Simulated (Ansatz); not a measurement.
Cell and atoms are relaxed with the symmetry kept. Start:

```xyz
6
Lattice="0.0000 3.5627 3.5627 3.5627 0.0000 3.5627 3.5627 3.5627 0.0000" Properties=species:S:1:pos:R:3 pbc="T T T"
Ca    0.0000    0.0000    0.0000
Ca    1.7813    1.7813    1.7813
Ni    4.4533    4.4533    4.4533
Ni    4.4533    2.6720    2.6720
Ni    2.6720    4.4533    2.6720
Ni    2.6720    2.6720    4.4533
```

Theory: DFT r2SCAN, scalar-relativistic, plane waves, PAW in Ansatz 0.2.0.

Settings: cutoff 500 eV, Γ-centred mesh 10×10×10 on the computed 6-atom cell, Gaussian smearing of 0.10 eV; no spin polarisation.

Problem. What does it relax to?

Solution. The volume decreases by 0.07 Å³/atom to 15.01 Å³/atom, and the energy changes by under 0.1 meV/atom. Final structure:
```
Ca Ni
1.0
     0.00000    3.55751    3.55751
     3.55751    0.00000    3.55751
     3.55751    3.55751    0.00000
Ca Ni
2 4
Cartesian
  0.0000 0.0000 0.0000
  1.7788 1.7788 1.7788
  4.4469 4.4469 4.4469
  4.4469 2.6681 2.6681
  2.6681 4.4469 2.6681
  2.6681 2.6681 4.4469
```

Course of the relaxation (steps run on the plane waves of an earlier cell, and the basis is chosen afresh near the end, so energy and pressure can step there; trial steps that raised the energy were taken back; energies are free energies):

| step | E − E_final (meV/atom) | P (GPa) | V (Å³/atom) |
| --- | --- | --- | --- |
| 1 | 0.1 | -0.44 | 15.07 |
| 2 | 0.0 | -0.06 | 15.02 |
| 3 | 0.0 | 0.00 | 15.01 |
| 4 | 0.0 | 0.00 | 15.01 |

Spin polarisation was left out, and a magnetic state may lie lower.

Cost: 1 run of about 2.8 core-minutes, on Arm Neoverse V1 (shared hosts).